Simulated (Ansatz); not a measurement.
## Ru (P6_3/mmc) as a metal

```yaml
crystal:
  lattice:
    - [2.69216, 0.00000, 0.00000]
    - [-1.34608, 2.33148, 0.00000]
    - [0.00000, 0.00000, 4.24596]
  atoms:
    - { symbol: Ru, position: [0.33333, 0.66667, 0.25000] }
    - { symbol: Ru, position: [0.66667, 0.33333, 0.75000] }
```

Level of theory, where no other is named: PBEsol, all-electron LAPW in Ansatz 0.2.0, scalar-relativistic. k mesh 16×16×8, fine mesh 24×24×12, Fermi-Dirac smearing of 0.100 eV, basis error target 1 meV/atom. The cell was relaxed by PAW under this functional.

Levels and slopes are solved on a 24×24×12 mesh, and each state is taken as quadratic over its cell.

(1) What is the density of states at the Fermi level, and which bare Sommerfeld coefficient follows?

(2) What Drude plasma energy and σ/τ do the band velocities give?

(3) Which bands cross the Fermi level, and what do they carry?

(4) Map the plane k₃ = 1/2 of the mesh: how many bands lie under the Fermi level at each point, counted from the least on the plane?

(5) On PAW files the program sums the optical response inside the mesh cells, interband lines and its own Drude term. Where does ε₁ rise through zero (a sharp plasmon if ε₂ is small there), and how much light is reflected?

(6) What does PAW give for the same cell?

## Answers

(1) N(E_F) = 0.783 states/eV/atom (both spins), so γ = (π²/3) k_B² N(E_F) = 1.85 mJ/(mol-atom K²) without electron-phonon or spin-fluctuation enhancement.

(2) (ħω_p,α)² = (e²/ε₀VN_k) Σ_nkσ (∂E/∂k_α)² δ(E − E_F) gives ħω_p = (8.65, 8.65, 9.62) eV along x, y, z, and σ/τ = ε₀ω_p² = 15.3×10²⁰ Ω⁻¹m⁻¹s⁻¹ along x. Weighted by the density of states, the mean Fermi speed is 0.703×10⁶ m/s; the surface has an area of 33.7 Å⁻² for each spin direction.

(3) 

| band | filled part | N (states/eV/cell) | speed (10⁶ m/s) | 5th to 95th percentile | area (Å⁻²) | filling |
| --- | --- | --- | --- | --- | --- | --- |
| 1 | 0.97 | 0.161 | 0.907 | 0.57 to 1.32 | 4.48 | nearly full |
| 2 | 0.65 | 0.644 | 0.665 | 0.42 to 1.00 | 13.1 | partly filled |
| 3 | 0.22 | 0.413 | 0.667 | 0.52 to 0.88 | 8.45 | partly filled |
| 4 | 0.16 | 0.348 | 0.721 | 0.57 to 0.95 | 7.69 | partly filled |

(4) k₁ runs to the right and k₂ upwards, each from −½ to ½ with 0 in the middle (the axes needn't be at right angles):
```
000222222220000222222220
002222222222200222222222
222222222222222222222222
222222222222222222222222
222222222222222222222222
222222222222222222222222
222222222222222222222222
222222222222222222222222
222222222222222222222222
022222222222222222222200
002222222222222222222200
002222222222222222222220
000222222222222222222220
000222222222222222222222
222222222222222222222222
222222222222222222222222
222222222222222222222222
222222222222222222222222
222222222222222222222222
222222222222222222222222
222222222222222222222222
022222222200222222222220
002222222200002222222200
000222222200000222222200
```

(5) 

| Property | Result |
| --- | --- |
| Fine mesh | 24, 24, 12 |
| Window top | 30 eV |
| Line width | 0.2 eV |
| Drude damping | 0.1 eV |
| ε₁ rises through zero at x | 1.18, 10.41, 27.99 eV |
| ε₂ there x | 27.04, 1.1, 0.74 |
| ε₁ rises through zero at z | 10.14, 17.46, 19.08, 27.54 eV |
| ε₂ there z | 0.97, 3.67, 3.49, 0.74 |
| Plasma energy (x, y, z) | 8.544, 8.544, 9.589 eV |
| Reflectivity at 1 eV, x-polarised | 0.7651 |
| Reflectivity at 2 eV, x-polarised | 0.6791 |
| Reflectivity at 3 eV, x-polarised | 0.72 |

The plasma energy here is the program's own sum at the run's smearing; it differs from the value above by up to 1 %, through mesh and smearing.

(6) N(E_F) = 0.784 states/eV/atom and ħω_p,x = 8.66 eV.

Keep in mind: these sums move with the mesh, by several per cent and more for small sheets; frozen-core PAW files fitted under PBE, their cores solved anew for the functional of the run.
